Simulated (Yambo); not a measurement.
# Convergence of the G0W0 gap of CdZn$_{3}$S$_{4}$

G0W0@PBEsol for CdZn₃S₄ (space group P-43m, No. 215) in Yambo. Reference settings: 2×2×2 Γ-centred k mesh, bands 17 to 331 and a 8 Ry block in the screening, 331 bands in G with the Bruneval-Gonze terminator, plasmon pole fitted at 27.2 eV. The PBEsol gap Γ → Γ on this mesh is 1.65 eV; G0W0 gaps are taken between the same points.

| change from the reference | G0W0 gap Γ → Γ (eV) | shift of the valence edge (eV) | rough Yambo cost |
|---|---|---|---|
| reference settings | 2.84 | -0.82 | 1 |
| 134 bands in W, 134 bands in G | 2.92 | -0.62 | about 1/3 |
| 217 bands in W, 217 bands in G | 2.86 | -0.74 | within a factor of two |
| 134 bands in G | 2.86 | -0.79 | – |
| 217 bands in G | 2.84 | -0.82 | – |
| 162 bands in W | 2.89 | -0.70 | within a factor of two |
| 1 Ry block | 2.87 | -0.48 | within a factor of two |
| 3 Ry block | 2.72 | -0.60 | within a factor of two |
| 7 Ry block | 2.83 | -0.80 | within a factor of two |
| pole fitted at 55 eV | 2.86 | -0.92 | – |
| no random integration | 2.79 | -0.62 | – |
| 134 bands in G, no terminator | 2.75 | -0.33 | – |
| 217 bands in G, no terminator | 2.77 | -0.58 | – |
| no terminator | 2.79 | -0.70 | – |

The reference isn't shown to be the converged limit. Costs are rough (shared machines), scaled to the same edge states, and given only for runs that recompute the screening.

Spin-orbit splittings are left out.

Geometry of the Materials Project entry, not relaxed at this level; primitive cell a = 5.511 Å, b = 5.511 Å, c = 5.511 Å, α = 90.00°, β = 90.00°, γ = 90.00°.

The structure is a Materials Project entry; no match was found in the copy of COD used, and its stability was not checked.

A shift is the quasiparticle energy of the state minus its PBEsol energy.
